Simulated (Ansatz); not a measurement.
Data:

ScZn:
Space group Pm-3m (No. 221); a = b = c = 3.3014 Å, α = β = γ = 90.00°

```csv
atom,site,symmetry,x,y,z
Zn,1b,m-3m,0.5000,0.5000,0.5000
Sc,1a,m-3m,0.0000,0.0000,0.0000
```

This is the PBEsol-relaxed structure.

Problem. All from the program Ansatz at the PBEsol level (PAW), unless another level is named. Estimate the Young's modulus.

Solution. 120 GPa.

Problem. What about the elastic constants (relaxed ions, GPa)?

Solution. C11 = 116, C12 = 66.7, C44 = 73.1.

The workflow started from an entry of the Crystallography Open Database (COD). Its standing as an ambient phase is unchecked. The PBEsol relaxation kept the symmetry of its start; of distortions, only those at the zone centre were tested. No spin polarisation was allowed. As this level gives no gap, shear constants depend on the k-mesh and smearing (Fermi–Dirac, 0.1 eV here).

Potentials: the later of the program's two PAW sets.
